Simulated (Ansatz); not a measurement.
Input and command of a plane-wave DFT calculation in Ansatz:

```yaml
crystal:
  lattice:
    - [3.9424876685, 0.0, 0.0]
    - [0.0, 3.9424876685, 0.0]
    - [0.0, 0.0, 8.1320975702]
  atoms:
    - { symbol: Bi, position: [0.0, 0.5, 0.1568558608] }
    - { symbol: Bi, position: [0.5, 0.0, 0.8431441392] }
    - { symbol: Cl, position: [0.0, 0.5, 0.6704856652] }
    - { symbol: Cl, position: [0.5, 0.0, 0.3295143348] }
    - { symbol: O, position: [0.0, 0.0, 0.0] }
    - { symbol: O, position: [0.5, 0.5, 0.0] }
basis:
  ecutwfc: 500
kpoints:
  mp_grid: { grid: [6, 6, 4] }
hamiltonian:
  xc: r2scan
scf:
  occupations: { method: gaussian, width: 0.02 }
output:
  forces: true
  stress: true
  eigenvalues: true
relax:
  adjacent_minimum: "off"
  f_tol: 0.01
  max_steps: 30
  cell: { stress_tol: 0.1, fix: [volume] }
```

```bash
ansatz run input.yaml --threads 1 --pin off --max-ram 2560MiB --backend cpu --events-out ev --progress --plain --runs-dir out
```

Processor: Intel(R) Xeon(R) Platinum 8375C CPU @ 2.90GHz (Ice Lake), 1 thread, on a host shared with other jobs.

Task: Estimate time, memory and problem size.

Result: About 76 s on 1 thread of Intel(R) Xeon(R) Platinum 8375C CPU @ 2.90GHz (Ice Lake), on a shared host, peak memory 0.76 GiB. It solves 34 bands at 30 k points (the mesh reduced by symmetry) with about 3159 plane waves, in 39 SCF iterations over 6 ionic steps.
